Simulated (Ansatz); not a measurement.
Start of a relaxation of Al3GaO6:

```cif
data_structure
_symmetry_space_group_name_H-M 'P 1'
_symmetry_Int_Tables_number 1
_cell_length_a 5.7514
_cell_length_b 5.7514
_cell_length_c 5.7514
_cell_angle_alpha 55.287
_cell_angle_beta 55.287
_cell_angle_gamma 55.287
_cell_volume 119.79
loop_
_atom_site_label
_atom_site_type_symbol
_atom_site_fract_x
_atom_site_fract_y
_atom_site_fract_z
_atom_site_occupancy
Al1 Al 0.85216 0.85216 0.85216 1
Al2 Al 0.64784 0.64784 0.64784 1
Al3 Al 0.14784 0.14784 0.14784 1
Ga1 Ga 0.35216 0.35216 0.35216 1
O1 O 0.05668 0.44332 0.75000 1
O2 O 0.75000 0.05668 0.44332 1
O3 O 0.44332 0.75000 0.05668 1
O4 O 0.94332 0.55668 0.25000 1
O5 O 0.25000 0.94332 0.55668 1
O6 O 0.55668 0.25000 0.94332 1
```

These are results of DFT PBE, scalar-relativistic, plane waves, PAW in Ansatz, not measurements. Cutoff 420 eV, Gaussian smearing, Γ-centred meshes. Cell and atoms relax first on a coarse mesh and then on a converged one. In between, the cell is made exact in the group found at 0.06 Å. The steps can't lower the symmetry of their start. No spin polarisation.

A guess keeps its type if space group and coordination stay and the shape of the cell changes little (axis ratios within about 15 %, angles within 6°); the volume may change.

Problem. Does it keep its structure type, or change into something else?

Solution. It keeps its type. The symmetry stays R3 (No. 146). The volume per atom shrinks by 24.3 %, from 12.0 to 9.1 Å³. The shortest distance goes from 2.08 Å (Al–O and Ga–O) to 1.88 Å (Al–O). The ratio c/a of the conventional cell changes by a factor of 1.00. Counting neighbours within 15 % of an atom's shortest distance, the start has Al 6, Ga 6, O 4 and the end Al 6, Ga 6, O 4.

The last run used a 6×6×6 mesh for its 10-atom cell and Gaussian smearing of 0.02 eV. A later test with randomly moved atoms came back to the same energy, though modes that don't fit the test's cell weren't probed.
